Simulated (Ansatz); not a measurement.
## Formation energy of GdZnGe

The computed numbers are results of PBEsol, scalar-relativistic (collinear spin) in the plane-wave PAW code Ansatz at 420 eV, Γ-centred 8×8×8 mesh, 0.05 eV Gaussian smearing. The datasets are Ansatz's generated set soft_2.

The chain of runs began from a structure of the Materials Project database, expanded in volume; all values here are this work's own. Such entries can be computed or ordered models and not known phases.

The structure is hexagonal, space group P-6m2 (No. 187). Conventional cell: a = 4.144 Å, b = 4.144 Å, c = 4.047 Å, α = 90.00°, β = 90.00°, γ = 120.00°. Gd (site symmetry -6m2) is surrounded by 6 Zn at 3.13 Å and 6 Ge at 3.13 Å. Around Ge (site symmetry -6m2) lie 3 Zn at 2.39 Å. Zn (site symmetry -6m2) has 3 Ge at 2.39 Å as nearest neighbours. (Shells end 15 % past the nearest neighbour.)

The elements were computed in their standard states with the same datasets, cutoff and functional. The compound's run is ferromagnetic, with site spin moments Gd 7.03 μB. Absolute energies hang on the potentials; compare differences alone.

Energy of the relaxed cell (3 atoms, smearing extrapolated to zero): -16764.464 eV. Elements, in eV/atom: Gd -9227.984, Ge -4253.497, Zn -3280.906.

Problem. What is the formation energy?

Solution. [-16764.464 − (1 × -9227.984 + 1 × -4253.497 + 1 × -3280.906)] / 3 = -0.69 eV/atom, or -67 kJ per mole of atoms.

The value is for 0 K, without zero-point energy. A negative value shows stability against the elements alone, not against other compounds or structures.

Without a U the 4f levels of Gd lie too near the Fermi level, so their share of the states there, and what hangs on it, is overstated. No spin–orbit coupling, a notable omission for heavy elements. The run wasn't fully tested for a lower electronic state. Site moments are of spin, integrated over atomic spheres. Only parallel moments were tried, so the real magnetic order may be another.
